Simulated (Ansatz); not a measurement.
HfScTaN$_{3}$:
Space group P3m1 (No. 156); a = b = 3.1742 Å, c = 7.7432 Å, α = β = 90.00°, γ = 120.00°

```json
[
 {"atom": "Hf", "site": "1a", "symmetry": "3m.", "x": "0.0000", "y": "0.0000", "z": "0.9961"},
 {"atom": "Sc", "site": "1b", "symmetry": "3m.", "x": "0.3333", "y": "0.6667", "z": "0.3382"},
 {"atom": "Ta", "site": "1c", "symmetry": "3m.", "x": "0.6667", "y": "0.3333", "z": "0.6672"},
 {"atom": "N", "site": "1c", "symmetry": "3m.", "x": "0.6667", "y": "0.3333", "z": "0.1641"},
 {"atom": "N", "site": "1a", "symmetry": "3m.", "x": "0.0000", "y": "0.0000", "z": "0.5055"},
 {"atom": "N", "site": "1b", "symmetry": "3m.", "x": "0.3333", "y": "0.6667", "z": "0.8289"}
]
```

Relaxed at zero pressure with PBE (plane waves, PAW; program Ansatz).

Q: The volume is lowered by 6 % and shape and atoms relax at that volume. What pressure results, and how do the axes share the change?

A: 18.3 GPa; a -2.1 %, b -2.1 %, c -2.0 %; the energy rises by 36 meV/atom.

Q: Give the new structure.

A: 
Space group P3m1 (No. 156); a = b = 3.109 Å, c = 7.588 Å, α = β = 90.00°, γ = 120.00°

```csv
atom,site,symmetry,x,y,z
Hf,1a,3m.,0.0000,0.0000,0.9972
Sc,1b,3m.,0.3333,0.6667,0.3376
Ta,1c,3m.,0.6667,0.3333,0.6664
N,1c,3m.,0.6667,0.3333,0.1663
N,1a,3m.,0.0000,0.0000,0.5034
N,1b,3m.,0.3333,0.6667,0.8290
```

The phase is kept; no other phase was compared at this pressure.

The start of the workflow was typed in or built on a structure type; neither database checked (COD, Materials Project) lists it. Whether it is the stable phase at ambient conditions was not checked. The PBE relaxation kept the symmetry of its start; its stability against distortions is not shown here. The run is not spin-polarised. Spin–orbit coupling is left out wherever it is not named.

Potentials: the earlier of the program's two PAW sets.
